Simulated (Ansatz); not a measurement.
Input:

ScOF:
```xyz
12
Lattice="5.0917 0.0000 0.0000 0.0000 5.0667 0.0000 -0.9061 0.0000 5.0765" Properties=species:S:1:pos:R:3 pbc="T T T"
Sc     3.2650     2.3854     1.4631
Sc     0.9206     2.6813     3.6133
Sc     1.3737     4.9187     1.0751
Sc     2.8120     0.1480     4.0013
O      2.7652     3.7812     0.0604
O      1.4205     1.2856     5.0161
O      1.8735     1.2478     2.4778
O      2.3121     3.8189     2.5986
F      4.2052     1.6503     3.3371
F     -0.0196     3.4165     1.7393
F     -0.4726     4.1836     4.2775
F      4.6583     0.8831     0.7989
```

This is the LDA-relaxed structure. x, y and z are the axes in which the lattice vectors are written.

### Question
All from the program Ansatz at the LDA level (PAW), unless another level is named. Predict the Poisson's ratio.

### Answer
0.31.

### Question
Give the elastic constants (relaxed ions, GPa).

### Answer
C11 = 253, C22 = 324, C33 = 307, C12 = 115, C13 = 104, C23 = 104, C44 = 71.8, C55 = 56.5, C66 = 78.4, C15 = 34.6, C25 = -7.5, C35 = -14.8, C46 = -7.4.

Space group P2_1/c. The workflow started from a Materials Project entry (that database holds measured and hypothetical structures alike); the Crystallography Open Database copy checked does not list it. Its standing as an ambient phase is unchecked. The LDA relaxation kept the symmetry of its start; of distortions, only those at the zone centre were tested. No spin polarisation was allowed.

Potentials: the later of the program's two PAW sets.
